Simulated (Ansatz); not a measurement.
One stationary structure of SnSe. Space group Pnma (No. 62). These are r2SCAN (plane waves to 500 eV, PAW, scalar-relativistic; Ansatz, a first-principles code) values and carry that method's errors.

```cif
data_Se4Sn4
_chemical_formula_sum 'Sn4 Se4'
_space_group_name_H-M_alt 'P 1'
_space_group_IT_number 1
_cell_length_a 8.68141
_cell_length_b 4.07621
_cell_length_c 6.40570
_cell_angle_alpha 90.000
_cell_angle_beta 90.000
_cell_angle_gamma 90.000
loop_
_space_group_symop_operation_xyz
  'x, y, z'
loop_
_atom_site_label
_atom_site_type_symbol
_atom_site_fract_x
_atom_site_fract_y
_atom_site_fract_z
_atom_site_occupancy
Sn1 Sn 0.99277 0.75000 0.23232 1
Sn2 Sn 0.49277 0.75000 0.26768 1
Sn3 Sn 0.00723 0.25000 0.76768 1
Sn4 Sn 0.50723 0.25000 0.73232 1
Se1 Se 0.17867 0.75000 0.59169 1
Se2 Se 0.67867 0.75000 0.90831 1
Se3 Se 0.82133 0.25000 0.40831 1
Se4 Se 0.32133 0.25000 0.09169 1
```

Task: Predict the band gap from r2SCAN.

Result: 0.95 eV, indirect (valence top at 50 % of the way from Γ to X, conduction bottom at T) (no spin-orbit coupling).

Task: Give the smallest direct gap at the level r2SCAN.

Result: 1.17 eV at 50 % of the way from Γ to X.

No spin polarisation in the result.

The run could not lose the symmetry of its start.

The first start was generated by placing the elements on the sites of a structure type. A measured structure of SnSe has the same space group, Pnma (No. 62); the sites were not compared with it.
